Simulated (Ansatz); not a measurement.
All numbers below come from DFT PBE, scalar-relativistic, plane waves, PAW in Ansatz 0.2.0. Settings: cutoff 420 eV, Γ-centred meshes spaced at most about 0.3 Å⁻¹, and about 0.25 Å⁻¹ or finer for metals (2π included), Gaussian smearing. No spin polarisation in the final relaxations.

Temperature and zero-point effects are left out. All come from trial cells, and lower structures may exist.

Question: Order these relaxed structures of Cd2HgO3 by energy, lowest first, with the energy over the lowest of them.
A.

```
CELL_PARAMETERS angstrom
3.01776 -1.74152 0.00000
3.01776 1.74152 0.00000
-2.06204 0.00000 9.00116
ATOMIC_POSITIONS crystal
Cd 0.21738 0.21738 0.14885
Cd 0.78262 0.78262 0.85115
Hg 0.00000 0.00000 0.50000
O 0.92850 0.92850 0.27838
O 0.50000 0.50000 0.00000
O 0.07150 0.07150 0.72162
```

B.

```
CELL_PARAMETERS angstrom
3.40413 0.00000 0.00000
-1.70206 2.94806 0.00000
0.00000 0.00000 8.37373
ATOMIC_POSITIONS crystal
Cd 0.33333 0.66667 0.66299
Cd 0.66667 0.33333 0.33701
Hg 0.00000 0.00000 0.00000
O 0.66667 0.33333 0.82178
O 0.00000 0.00000 0.50000
O 0.33333 0.66667 0.17822
```

Answer: A (0 meV/atom), B (89 meV/atom). Forms: A C2/m; B Cd and Hg ordered on rock salt sites, P-3m1. Counting O atoms around Cd and Hg (those within 1.25 times the shortest such distance or 1.15 times the sum of covalent radii, 1.27 where that leaves under three; the shortest distance is added where it exceeds 1.18 times the sum of covalent radii): A has Cd 6, Hg 2; B has Cd 6, Hg 6 from 2.5 Å.

These runs have no spin–orbit coupling, which can matter for Hg. Cells relaxed within their symmetry can be saddle points. The C2/m cell of Cd2HgO3 came from shaking the P-3m1 one. Some types were kept out of the candidates beforehand, so the set may lack a known form.
